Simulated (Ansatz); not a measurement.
Profile along the Se–Pb line in PbSe (rock salt)

PbSe (rock salt), conventional cell a = b = c = 6.1780 Å, α = β = γ = 90.00°. The calculation uses the primitive cell of 2 atoms, to which meshes and values per cell refer.

Fields along a shortest Se–Pb line of a {110} plane (3.09 Å), from Se to Pb, interpolated on the slice's grid (step about 0.2 Å). Calculation: r2SCAN (plane waves to 500 eV, PAW, scalar-relativistic; Ansatz, a first-principles code). k mesh 9×9×9. Near the nuclei the fields are pseudised (PAW); where an atom keeps semicore shells as valence, they peak there. PbSe was relaxed with its symmetry unable to fall. Spin-orbit coupling is left out, though Pb is heavy.

| distance from Se (Å) | valence electron density (e/Å³) | electron localisation function |
|---|---|---|
| 0.00 | 45.44 | x |
| 0.15 | 36.34 | x |
| 0.31 | 19.24 | x |
| 0.46 | 7.58 | x |
| 0.62 | 2.73 | 0.71 |
| 0.77 | 1.18 | 0.79 |
| 0.93 | 0.67 | 0.80 |
| 1.08 | 0.46 | 0.77 |
| 1.24 | 0.32 | 0.67 |
| 1.39 | 0.24 | 0.48 |
| 1.54 | 0.20 | 0.28 |
| 1.70 | 0.22 | 0.23 |
| 1.85 | 0.30 | 0.27 |
| 2.01 | 0.49 | 0.36 |
| 2.16 | 0.90 | 0.43 |
| 2.32 | 1.72 | 0.40 |
| 2.47 | 3.12 | 0.26 |
| 2.63 | 5.03 | x |
| 2.78 | 7.32 | x |
| 2.94 | 9.41 | x |
| 3.09 | 10.31 | x |

x: too close to a nucleus for the ELF to mean much.

Density on the Se–Pb line (3.09 Å) at its midpoint: 0.20 e/Å³. ELF at that point: 0.28.
